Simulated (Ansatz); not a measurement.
input.yaml (Ansatz)

```yaml
crystal:
  lattice:
    - [2.7607311668, 0.0, 0.0]
    - [0.0, 2.7607311668, 0.0]
    - [0.0, 0.0, 2.7607311668]
  atoms:
    - { symbol: Ta, position: [0.0, 0.0, 0.0] }
hamiltonian:
  xc: r2scan
  pseudopotentials:
    kind: paw
    azcp:
      Ta: "pseudopotentials/Ta.paw.azcp"
basis:
  ecutwfc: 500
  fft_grid_basis: typed
kpoints:
  mp_grid: { grid: [13, 13, 13], shift: [0, 0, 0] }
magnetization:
  spin_polarized: false
scf:
  occupations: { method: fermi_dirac, width: 0.1 }
  lower_state_search: "off"
output:
  stress: true
```

Terminal output

```
Engine: ansatz 0.2.0, x86_64-unknown-linux-gnu
Pseudopotentials: kind: paw
Pseudopotential: Ta, paw, valence charge 13, recommended cutoff 500 eV (meta_gga) 
Functional definition: r2SCAN
  parameter k0 = 0.174
  parameter k1 = 0.065
  parameter a1 = 4.9479
  exchange = r2scan_x(k0 = k0, k1 = k1, a1 = a1)
  correlation = r2scan_c
Crystal: 1 atoms, lattice volume = 21.041 Å³
Basis set: ecut = 500 eV, 515 PW (Γ), exchange–correlation on 96×96×96 points (64 copies of the dense FFT grid, shifted against one another)
Bands: 11, of which v1, the nominal top of the filled ones, is band 7 counted from 1 (6 counted from 0)
Symmetry: 48 space group operations
Space group: Pm-3m (ITA 221), of the structure as read, at distance tolerance 2.8e-5 Å
k-points: 84 of 2197
Non-local potential: Ta, projectors of the file, l = 0: 3, l = 1: 2, l = 2: 2, l = 3: 1
PAW form: soft (Blöchl's): semilocal exchange-correlation on the pseudo side does not see the compensation charge
PAW frozen core: Ta, regenerated for the run's functional (the file was generated under x = pbe(κ = 0.804, μ = 0.2195149727645171), c = pbe(β = 0.06672455060314922))
PAW one-centre angular grid: Ta, 590 points (default); XC on 160 Gauss nodes
Initial density: superposition of atomic densities (neutral atoms: chi_scale 0, normalization atom), corrected by the library's trained network
Initial wavefunctions: pseudopotential atomic-orbital guess
Functional: x = r2scan, c = r2scan; τ floored in thin density (d = 2e-4 eV/Å³)
SCF iter   1: F=-9943.119366 eV  HF=-9943.104330 eV  |F-HF|=1.50e-2  |Δ(HF+E_count)|=         —  Δρ=6.42e-3  dr2=3.20e-3  dr2_τ=1.25e-2  ethr=1.77e-3  ⟨swp⟩=5.2  Hψ=5785  notcnv=0
SCF iter   2: F=-9943.120607 eV  HF=-9943.120095 eV  |F-HF|=5.12e-4  |Δ(HF+E_count)|=   1.58e-2  Δρ=4.42e-3  dr2=1.51e-3  dr2_τ=1.96e-4  ethr=2.46e-5  ⟨swp⟩=2.7  Hψ=2120  notcnv=0
SCF iter   3: F=-9943.120928 eV  HF=-9943.120900 eV  |F-HF|=2.72e-5  |Δ(HF+E_count)|=   8.05e-4  Δρ=8.15e-4  dr2=4.49e-5  dr2_τ=2.54e-5  ethr=1.16e-5  ⟨swp⟩=2.7  Hψ=1395  notcnv=0
SCF iter   4: F=-9943.120940 eV  HF=-9943.120939 eV  |F-HF|=9.95e-7  |Δ(HF+E_count)|=   3.87e-5  Δρ=1.55e-4  dr2=1.57e-6  dr2_τ=9.90e-8  ethr=3.45e-7  ⟨swp⟩=2.8  Hψ=1430  notcnv=0
iter 5 did not close the SCF: its close was put off for the readings that it lacked (scf_convergence_deferred on its scf_iter line)
SCF iter   5: F=-9943.120941 eV  HF=-9943.120941 eV  |F-HF|=2.45e-8  |Δ(HF+E_count)|=   1.29e-6  Δρ=2.12e-5  dr2=3.96e-8  dr2_τ=1.08e-8  ethr=1.21e-8  ⟨swp⟩=2.0  Hψ=1161  notcnv=0
SCF iter   6: F=-9943.120941 eV  HF=-9943.120941 eV  |F-HF|=3.09e-10  |Δ(HF+E_count)|=   3.66e-8  Δρ=2.15e-6  dr2=8.15e-10  dr2_τ=1.83e-10  ethr=3.04e-10  ⟨swp⟩=2.7  Hψ=3100  notcnv=0
SCF 1 converged in 6 iterations: F = -9943.120941 eV  dr2 = 8.15e-10
SCF converged after 6 iterations
Free energy (F): -9943.120941 eV
Harris-Foulkes:  -9943.120941 eV  (|F-HF|=3.09e-10)
Internal energy: -9943.087453 eV  (E = F + TS)
E sigma→0 (E₀):  -9943.104197 eV
Entropy (-TS):   -0.033488 eV (-33.488 meV/atom)
Fermi energy:    15.494862 eV
--- Per-component energies (eV) ---
  E_band       = -157.966226
  E_kinetic    = 364.795492
  E_local      = -683.901831  (includes V_loc(G=0)·N_el)
  E_nonlocal   = 15.987345
  E_hartree    = 237.140127
  E_xc         = -202.993128
  E_vxc        = -220.349554  (∫ρ·V_xc dr)
  E_paw        = -8422.843226  (= ΣΔE_a)
  E_vpaw       = -120.130996  (= ΣTr[D̂ρ^β])
  E_aug_tail   = 0.000078  (compensation charges beyond the density's cutoff)
  E_vtau       = 11.353610  (kinetic-family band-sum trace: ∫τ·v_τ [+ j·A + Jᵃ·Aᵃ] dr)
  E_ewald      = -1250.516029
  E_core_change = -0.756280  (= ΣΔE_core)
  E_smearing   = -0.033488  (= −TS)
  E_closure    = 0.000000  (closes the sum)
  Σ components = -9943.120941   (vs F -9943.120941, Δ=0.00e0)
--- Stress (GPa, compression-positive) ---
       -5.255677       0.000000       0.000000
        0.000000      -5.255677       0.000000
        0.000000       0.000000      -5.255677
  P = ⅓ Tr σ = -5.2557 GPa (-52.557 kbar)
```

Command:

```sh
ansatz run input.yaml --threads 1 --pin off --max-ram 3584MiB --backend cpu --events-out ev --progress --plain --runs-dir out
```

On 1 thread of Intel(R) Xeon(R) Platinum 8259CL CPU @ 2.50GHz (Skylake/Cascade Lake) (shared host) this took about 6.3 s of wall time and 5.3 s of CPU time.
